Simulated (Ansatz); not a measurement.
**Equation of state of NaTl**

A database entry relaxed whole under r2SCAN (Fd-3m):

```xyz
4
Lattice="0.0000 3.7468 3.7468 3.7468 0.0000 3.7468 3.7468 3.7468 0.0000" Properties=species:S:1:pos:R:3 pbc="T T T"
Na    5.6202    5.6202    5.6202
Na    3.7468    3.7468    3.7468
Tl    0.0000    0.0000    0.0000
Tl    1.8734    1.8734    1.8734
```

The cell was scaled uniformly, its shape held, and the atoms relaxed at each volume with plane-wave PAW DFT (Ansatz 0.2.0; r2SCAN, 500 eV, 8×8×8 Γ-centred mesh, fermi-dirac occupations of width 0.100 eV; no spin, no spin-orbit coupling). One row is withheld.

```tsv
volume (Å³/atom)	energy over the lowest (meV/atom)	pressure (GPa)
24.722	6.9	1.69
25.248	?	?
25.774	0.5	0.51
26.300	0.0	0.02
26.826	1.0	-0.41
27.352	3.3	-0.80
27.878	6.8	-1.14
```

Q: Fit the pressures of the other rows to the third-order Birch-Murnaghan form.

A: With f = [(V₀/V)^(2/3) − 1]/2 and P = 3B₀f(1 + 2f)^(5/2)[1 + 3(B₀′ − 4)f/2], least squares gives V₀ = 26.33 Å³ an atom, B₀ = 23 GPa and B₀′ = 5.0; the rows miss the fit by less than 0.01 GPa. The slope of the energies differs from these pressures by 0.11 GPa, since they are taken to zero smearing while pressures follow the free energy.

Q: What does the withheld row hold?

A: The fit gives 1.07 GPa at 25.248 Å³; the run gave 1.07 GPa and 2.8 meV an atom.

Caveats: the shape of the cell was held; 0 K, fixed nuclei; the symmetry was kept, and this need not be the phase that is stable at 0 K; one mesh for all volumes; pressure is positive in compression.
